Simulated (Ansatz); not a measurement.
Starting cell, BaTiO$_{3}$ (tetragonal-perovskite type, space group P4mm):

```
BaTiO3
1.0
    3.98510     0.00000     0.00000
    0.00000     3.98510     0.00000
    0.00000     0.00000     4.20426
Ti Ba O
1 1 3
Direct
  0.50000   0.50000   0.45787
  0.00000   0.00000   0.94066
  0.50000   0.50000   0.88874
  0.50000   0.00000   0.40937
  0.00000   0.50000   0.40937
```

Scan: atom 3 (O, nearest neighbour Ti at 1.811 Å; its periodic images, 4.0 Å or more away, move with it) is displaced towards the nearest neighbour, direction (0.000, 0.000, -1.000) in Cartesian axes, by s. The other atoms stay.

Level of theory: PBE (plane waves to 420 eV, PAW, scalar-relativistic; Ansatz, a program for electronic structure). k mesh 7×7×6 (Γ-centred), Fermi-Dirac smearing 0.05 eV. The energy includes the smearing's −TS. Left out: 2 of 11 points, with atoms too close for the PAW data. BaTiO3 is run without spin polarisation. BaTiO3 was relaxed with its symmetry unable to fall. The PAW data are Ansatz's earlier set. ΔE is measured from the undisplaced structure.

```json
[
 {"s (Å)": "-0.180", "ΔE (meV/cell)": "178.3"},
 {"s (Å)": "-0.144", "ΔE (meV/cell)": "123.1"},
 {"s (Å)": "-0.108", "ΔE (meV/cell)": "74.7"},
 {"s (Å)": "-0.072", "ΔE (meV/cell)": "35.8"},
 {"s (Å)": "-0.036", "ΔE (meV/cell)": "withheld"},
 {"s (Å)": "0.000", "ΔE (meV/cell)": "0.0"},
 {"s (Å)": "0.036", "ΔE (meV/cell)": "11.2"},
 {"s (Å)": "0.072", "ΔE (meV/cell)": "48.5"},
 {"s (Å)": "0.108", "ΔE (meV/cell)": "117.9"}
]
```

**Question.** Fit a polynomial form (powers 2, 3, 4) to the given rows and predict ΔE at s = -0.036.

**Answer.** Least squares on the 8 given rows: ΔE = (8066)·s² + (17130)·s³ + (16070)·s⁴, in meV/cell with s in Å; root-mean-square residual 0.07 meV/cell. At -0.036 the fit gives 9.7 meV/cell; the calculation gives 9.7 meV/cell, the same to the digits shown. The quadratic term alone would give 10.5 meV/cell.

(A displaced cell: forces are minus the slopes of the energy, force constants its curvatures, and phonons follow from these.)
